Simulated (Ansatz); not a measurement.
## Br: settings compared (Ansatz)

input.yaml:

```yaml
crystal:
  lattice:
    - [-3.332499, 0.0, 2.392563]
    - [0.0, -8.822577, 0.0]
    - [3.332499, 0.0, 2.392563]
  atoms:
    - { symbol: Br, position: [0.13, 0.9, 0.13] }
    - { symbol: Br, position: [0.63, 0.6, 0.63] }
    - { symbol: Br, position: [0.87, 0.1, 0.87] }
    - { symbol: Br, position: [0.37, 0.4, 0.37] }
  symmetry: { tolerance: 0.0003 }
kpoints:
  mp_grid: { grid: [5, 2, 5], shift: [0, 0, 0] }
magnetization:
  spin_polarized: false
scf:
  occupations: { method: fermi_dirac, width: 0.0417 }
hamiltonian:
  pseudopotentials: { kind: paw }
  xc: pbe
basis:
  ecutwfc: 420
output:
  forces: true
  stress: true
  eigenvalues: true
```

Run with:

```bash
ansatz run input.yaml --threads 1 --pin off --max-ram 2560MiB --backend cpu --events-out ev --progress --plain --runs-dir out
```

Origin of the cell: a known structure type with other elements, at an estimated volume, so it need not be a known compound.

Output of this run (shortened):

```
SCF iter   1: F=—  HF=-11132.018024 eV  Δρ=1.24e-3  dr2=8.63e-4
SCF iter   2: F=—  HF=-11132.019196 eV  Δρ=6.49e-4  dr2=2.19e-4
SCF iter   3: F=—  HF=-11132.019521 eV  Δρ=1.85e-4  dr2=2.36e-5
SCF iter   4: F=—  HF=-11132.019546 eV  Δρ=3.96e-5  dr2=2.22e-6
SCF iter   5: F=-11132.019547 eV  HF=-11132.019547 eV  Δρ=4.46e-6  dr2=4.81e-8
SCF iter   6: F=-11132.019547 eV  HF=-11132.019547 eV  Δρ=2.50e-6  dr2=1.09e-8
SCF 1 converged in 6 iterations: F = -11132.019547 eV  dr2 = 1.09e-8
SCF converged after 6 iterations
Free energy (F): -11132.019547 eV
Harris-Foulkes:  -11132.019547 eV  (|F-HF|=4.77e-9)
Internal energy: -11132.019547 eV  (E = F + TS)
E sigma→0 (E₀):  -11132.019547 eV
Fermi energy:    2.659725 eV
--- Per-component energies (eV) ---
  E_band       = -122.403274
  E_kinetic    = 533.194715
  E_local      = -1013.716687  (includes V_loc(G=0)·N_el)
  E_nonlocal   = 282.632182
  E_hartree    = 266.557056
  E_xc         = -1054.645424
  E_vxc        = -410.033612  (∫ρ·V_xc dr)
  E_paw        = -8987.858385  (= ΣΔE_a)
  E_vpaw       = -47.592787  (= ΣTr[D̂ρ^β])
  E_aug_tail   = -0.000000  (compensation charges beyond the density's cutoff)
  E_ewald      = -1158.183004
  E_smearing   = -0.000000  (= −TS)
  Σ components = -11132.019547   (vs F -11132.019547, Δ=0.00e0)
--- Forces (eV/Å), atoms counted from 1 ---
  atom   1  Br    -0.000000     2.687039     1.781966
  atom   2  Br    -0.000000    -2.687039     1.781966
  atom   3  Br    -0.000000    -2.687039    -1.781966
  atom   4  Br    -0.000000     2.687039    -1.781966
  max |Σ_I F_I| component: 2.22e-16 eV/Å
--- Stress (GPa, compression-positive) ---
        0.966669       0.000000       0.000000
        0.000000      10.520765       0.000000
        0.000000       0.000000       5.424879
  P = ⅓ Tr σ = 5.6374 GPa (56.374 kbar)
```

The same input was run again with these changes:

1. `kpoints.mp_grid.grid` [5, 2, 5] → [2, 1, 2]
2. `kpoints.mp_grid.shift` [0, 0, 0] → [0.5, 0.5, 0.5]; `scf.mixing.algorithm` default → msr1; `scf.mixing.beta` default → 0.05; `scf.mixing.ndim` default → 8
3. `basis.xc_grid` default → 3; `crystal.symmetry` { tolerance: 0.0003 } → { detect: false }; `kpoints.mp_grid.grid` [5, 2, 5] → [8, 3, 8]
4. `scf.mixing.preconditioner` default → resta; `scf.lower_state_search` default → light; `scf.convergence.dr2_threshold` default → 1.0e-06

| run | end | SCF iterations | P (GPa) | max force component (eV/Å) | gap on mesh (eV) | moment (μB) | ΔE(σ→0) (meV/atom) |
| --- | --- | --- | --- | --- | --- | --- | --- |
| base | converged | 6 | 5.64 | 2.687 | 2.42 | – | 0 |
| 1 | converged | 7 | 5.48 | 2.600 | 2.42 | – | -6.71 |
| 2 | converged | 10 | 5.64 | 2.689 | 2.53 | – | -0.01 |
| 3 | converged | 6 | 5.64 | 2.688 | 2.41 | – | -0.01 |
| 4 | converged | 6 | 5.64 | 2.687 | 2.42 | – | 0.00 |

Energies are compared only where functional, datasets, charge and starting cell are the same.

Not properties of the system: run 1 (too coarse or loose: `kpoints.mp_grid.grid` = [2, 1, 2]).

Run 4: the SCF threshold is loose for forces.

The base run ran for 1.4 s on 1 thread of Intel(R) Xeon(R) 6975P-C (Granite Rapids) (shared host), peak memory 0.46 GiB, from the program's own first density.
